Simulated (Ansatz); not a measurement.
Input for Ansatz (plane-wave DFT, PAW):

```yaml
crystal:
  lattice:
    - [-3.662, 3.662, 2.8275]
    - [3.662, -3.662, 2.8275]
    - [3.662, 3.662, -2.8275]
  atoms:
    - { symbol: Pb, position: [0.158, 0.658, 0.816] }
    - { symbol: Pb, position: [0.658, 0.842, 0.5] }
    - { symbol: Pb, position: [0.842, 0.342, 0.184] }
    - { symbol: Pb, position: [0.342, 0.158, 0.5] }
    - { symbol: Au, position: [0.75, 0.75, 0.0] }
    - { symbol: Au, position: [0.25, 0.25, 0.0] }
basis:
  ecutwfc: 500
kpoints:
  mp_grid: { grid: [4, 4, 4] }
hamiltonian:
  xc: r2scan
scf:
  occupations: { method: gaussian, width: 0.1 }
output:
  forces: true
  stress: true
  eigenvalues: true
```

Launched with
```bash
ansatz run input.yaml --threads 1 --pin off --max-ram 2560MiB --backend cpu --events-out ev --progress --plain --runs-dir out
```

All numbers below come from Ansatz 0.2.0, DFT r2SCAN, scalar-relativistic, plane waves, PAW.

Part of what the program printed, abridged (final results; tables in files aren't shown):

```
SCF 1 converged in 8 iterations: F = -74010.897622 eV  dr2 = 6.94e-8
SCF converged after 8 iterations
Free energy (F): -74010.897622 eV
Harris-Foulkes:  -74010.897623 eV  (|F-HF|=2.35e-8)
Internal energy: -74010.879048 eV  (E = F + TS)
E sigma→0 (E₀):  -74010.888335 eV
Entropy (-TS):   -0.018574 eV (-3.096 meV/atom)
Fermi energy:    13.519569 eV
--- Per-component energies (eV) ---
  E_band       = -772.350816
  E_kinetic    = 2368.510103
  E_local      = -8968.944273  (includes V_loc(G=0)·N_el)
  E_nonlocal   = 1550.929504
  E_hartree    = 3757.551942
  E_xc         = -1270.489047
  E_vxc        = -1197.133496  (∫ρ·V_xc dr)
  E_paw        = -61197.875183  (= ΣΔE_a)
  E_vpaw       = -2126.064080  (= ΣTr[D̂ρ^β])
  E_aug_tail   = 0.001587  (compensation charges beyond the density's cutoff)
  E_vtau       = 85.258784  (kinetic-family band-sum trace: ∫τ·v_τ [+ j·A + Jᵃ·Aᵃ] dr)
  E_ewald      = -10254.073044
  E_core_change = 3.509362  (= ΣΔE_core)
  E_smearing   = -0.018574  (= −TS)
--- Forces (eV/Å), atoms counted from 1 ---
  atom   1  Pb     0.01007088     0.01007088     0.00000000
  atom   2  Pb    -0.01007088     0.01007088     0.00000000
  atom   3  Pb    -0.01007088    -0.01007088     0.00000000
  atom   4  Pb     0.01007088    -0.01007088     0.00000000
  atom   5  Au     0.00000000     0.00000000     0.00000000
  atom   6  Au     0.00000000     0.00000000     0.00000000
--- Stress (GPa, compression-positive) ---
        2.203934       0.000000       0.000000
        0.000000       2.203934       0.000000
        0.000000       0.000000       2.691172
  P = ⅓ Tr σ = 2.3663 GPa (23.663 kbar)
--- Band table (eV; the first three rows and the last of 13) ---
  k-point 0: bands = ["-94.5786", "-94.5725", "-45.5165", "-45.4309", "-45.4309", "-45.4168", "-45.4168", "-45.3578", "-4.3706", "-4.3427", "-4.3139", "-4.3139", "-4.3038", "-4.2720", "-4.2720", "-4.2555", "-4.2482", "-4.2351", "-4.1875", "-4.1654", "-4.1654", "-4.1533", "-4.1300", "-4.1300", "-4.1094", "-4.1094", "-4.1050", "-4.0391", "1.3106", "4.7034", "5.7033", "5.7033", "6.8999", "8.2822", "8.4525", "8.4525", "8.6625", "9.0074", "9.0978", "9.5983", "9.8053", "9.8053", "10.1327", "11.7785", "11.7785", "11.9473", "11.9473", "12.0285", "12.3154", "13.4869", "14.8786", "15.3352", "17.1091", "17.3561", "17.3561", "20.7323", "22.3755"]
  k-point 1: bands = ["-94.5786", "-94.5725", "-45.5165", "-45.4309", "-45.4309", "-45.4168", "-45.4168", "-45.3578", "-4.3871", "-4.3469", "-4.3446", "-4.3146", "-4.2949", "-4.2943", "-4.2787", "-4.2437", "-4.2335", "-4.2073", "-4.2048", "-4.1969", "-4.1412", "-4.1390", "-4.1330", "-4.1228", "-4.1217", "-4.0945", "-4.0836", "-4.0330", "1.6957", "4.2598", "5.3277", "5.8570", "6.8528", "7.8326", "8.0891", "8.7554", "8.7635", "8.7989", "9.0048", "9.3016", "9.7872", "9.8162", "10.6448", "10.9944", "11.0132", "11.8780", "12.4716", "13.2441", "13.8316", "14.7064", "14.8844", "15.5583", "15.7697", "18.5596", "18.9405", "19.6804", "20.7317"]
  k-point 2: bands = ["-94.5786", "-94.5725", "-45.5165", "-45.4309", "-45.4309", "-45.4168", "-45.4168", "-45.3578", "-4.3923", "-4.3796", "-4.3508", "-4.3067", "-4.3015", "-4.2980", "-4.2806", "-4.2415", "-4.2360", "-4.1997", "-4.1845", "-4.1812", "-4.1670", "-4.1502", "-4.1488", "-4.1153", "-4.1090", "-4.0908", "-4.0529", "-4.0235", "2.6114", "3.0479", "5.1875", "6.0506", "6.8749", "7.5815", "8.2734", "8.4504", "8.6478", "8.7147", "8.8958", "9.2376", "9.7614", "9.8194", "10.4916", "11.0155", "11.3976", "11.4266", "12.5373", "12.8787", "14.9487", "16.5468", "17.2058", "17.2288", "17.3296", "17.4063", "17.4341", "17.9698", "18.6592"]
  k-point 12: bands = ["-94.5786", "-94.5725", "-45.5165", "-45.4309", "-45.4309", "-45.4168", "-45.4168", "-45.3578", "-4.4202", "-4.3888", "-4.3729", "-4.2884", "-4.2760", "-4.2760", "-4.2664", "-4.2664", "-4.2403", "-4.2359", "-4.2359", "-4.2060", "-4.1797", "-4.1710", "-4.1330", "-4.0859", "-4.0475", "-4.0475", "-4.0299", "-4.0299", "3.8483", "3.9385", "3.9385", "5.4210", "5.9906", "7.5864", "7.5864", "7.7267", "7.8698", "8.4957", "8.6455", "9.0380", "9.2216", "9.7708", "9.7708", "11.7649", "12.6445", "14.4568", "15.0077", "15.0077", "15.4940", "15.8742", "15.8742", "16.8718", "17.1734", "17.1734", "18.3659", "19.0753", "20.3131"]
```

The calculation finished and met its thresholds.

The run took 37 s on 1 thread of Intel(R) Xeon(R) Processor @ 2.50GHz (Skylake/Cascade Lake), on a shared host, peak memory 0.86 GiB.

The k mesh is coarse. Spin–orbit coupling is left out, which can shift energies with elements as heavy as these.